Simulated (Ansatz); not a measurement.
## GaPt: pressure against volume

GaPt, P2_13, a = 4.903 Å. The structure is a Materials Project entry; whether it is the stable form wasn't checked. Ansatz: PBEsol, PAW, 420 eV, Γ-centred 8×8×8 mesh on 8 atoms, Gaussian smearing 0.10 eV; no spin polarisation. Shape and atoms are relaxed at each volume; pressure is positive in compression.

| V (Å³/atom) | P (GPa) |
| --- | --- |
| 13.845 | 14.20 |
| 14.287 | ? |
| 14.729 | 0.00 |
| 15.171 | -5.24 |
| 15.613 | -9.29 |

Q: Take V0 = 14.729 Å³/atom, fit the third-order Birch–Murnaghan form to the other rows, and predict the missing pressure.

A: With the Eulerian strain f = ½[(V0/V)^(2/3) − 1] and y = P/[3f(1 + 2f)^(5/2)], the form is the line y = B0 + 1.5 B0 (B0′ − 4) f. Rows (f, y): 0.02106, 202.7; -0.00976, 188.0; -0.01906, 179.0. Means f = -0.002587, y = 189.90; Σ(Δf)² = 0.0008820, ΣΔfΔy = 0.4959; the slope is their ratio. y = 191.4 + 562.2 f GPa, so B0 = 191.4 GPa and B0′ = 4 + 2 × (562.2)/(3 × 191.4) = 5.96. At V = 14.287, f = 0.01026, y = 197.17 and P = 6.38 GPa. The run gave 6.43 GPa, so the fit is 0.05 GPa too low, within the rms miss on the fitted rows (0.06 GPa).

Spin–orbit coupling is left out, which can shift energies with elements as heavy as these.